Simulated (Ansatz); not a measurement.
## KMgH₃: an elastic constant from a strain scan

Level of theory: Ansatz, DFT r2SCAN, scalar-relativistic, plane waves, PAW. The runs took a 500 eV cutoff, a Γ-centred 6×6×6 mesh and Gaussian smearing (0.05 eV). No spin polarisation. Energies are free energies at this smearing, counted from the undisturbed cell; pressure is positive in compression.

Zero of the scan (as given, not relaxed at this level; it stands at -0.9 GPa, and it needn't be the usual structure):

```xyz
5
Lattice="4.0250 0.0000 0.0000 0.0000 4.0250 0.0000 0.0000 0.0000 4.0250" Properties=species:S:1:pos:R:3 pbc="T T T"
K     0.0000    0.0000    0.0000
Mg    2.0125    2.0125    2.0125
H     0.0000    2.0125    2.0125
H     2.0125    0.0000    2.0125
H     2.0125    2.0125    0.0000
```

The cell is strained by ε times the Voigt pattern (0, 0, 0, 0, 0, 1) (xx, yy, zz, yz, xz, xy; engineering shear) with fractional coordinates fixed. The cell holds 5 atoms in V0 = 65.21 Å³. The stress column is τ = (1/V0) dE/dε, got from the stress tensor σ (compression positive) at each point as −det(1 + εP) σ : P(1 + εP)⁻¹, with P the pattern as a tensor.

```csv
ε,ΔE (meV/atom),τ (GPa)
-0.0875,12.600,-3.565
-0.0750,9.238,-3.043
-0.0625,6.405,-2.528
-0.0500,4.093,-2.017
-0.0375,2.300,-1.509
-0.0250,1.021,-1.005
-0.0125,0.255,-0.502
0.0000,0.000,0.000
0.0125,0.255,0.502
0.0250,1.021,1.005
0.0375,2.300,1.509
0.0500,4.093,2.017
0.0625,6.405,2.528
0.0750,9.238,3.043
0.0875,12.600,3.565
0.1000,?,?
```

Which combination of elastic constants does this scan measure, and how large is it?

For small ε, τ = τ0 + Kε with K = pᵀCp, which for this pattern is C44 in the cubic axes. The parabola through τ at ε = -0.0125, 0 and 0.0125 has slope K = 40 GPa at zero. The energies per cell, E = NΔE, of the same two points give K = 2[E(ε₊)/ε₊ − E(ε₋)/ε₋]/[(ε₊ − ε₋)V0] = 40 GPa, in agreement.

Predict the withheld row at ε = 0.1000 from the harmonic law, and compare.

ΔE = V0(τ0 ε + Kε²/2)/N = 16.338 meV/atom and τ = 4.01 GPa. The calculation gives 16.495 meV/atom and 4.09 GPa, a miss of 1.0 % of the harmonic energy, so the harmonic law still holds here.